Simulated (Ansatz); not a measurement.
NbCu3Te4:
```
NbCu3Te4
1.0
    5.85654     0.00000     0.00000
    0.00000     5.85654     0.00000
    0.00000     0.00000     5.85654
Nb Cu Te
1 3 4
Direct
  0.00000   0.00000   0.00000
  0.00000   0.00000   0.50000
  0.50000   0.00000   0.00000
  0.00000   0.50000   0.00000
  0.73903   0.73903   0.26097
  0.73903   0.26097   0.73903
  0.26097   0.26097   0.26097
  0.26097   0.73903   0.73903
```

Relaxed with PBEsol.

Question: Give the Bader charges and basin volumes of the independent atoms, DFT-PBEsol in the program Ansatz with PAW potentials.

Answer: 

```csv
atom,Bader charge (e),Bader volume (Å³)
Nb1,+1.16,16.2
Cu2,+0.04,16.3
Te5,-0.32,33.9
```

Space group P-43m. The first step of the workflow began from a Materials Project structure, measured or hypothetical; the Crystallography Open Database copy checked does not list it. Its standing as an ambient phase is unchecked. The PBEsol relaxation kept the symmetry of its start; its stability against distortions is not shown here. The run is not spin-polarised. Scalar-relativistic: spin–orbit coupling is off unless named, which matters more the heavier the elements.

Potentials: the later of the program's two PAW sets.
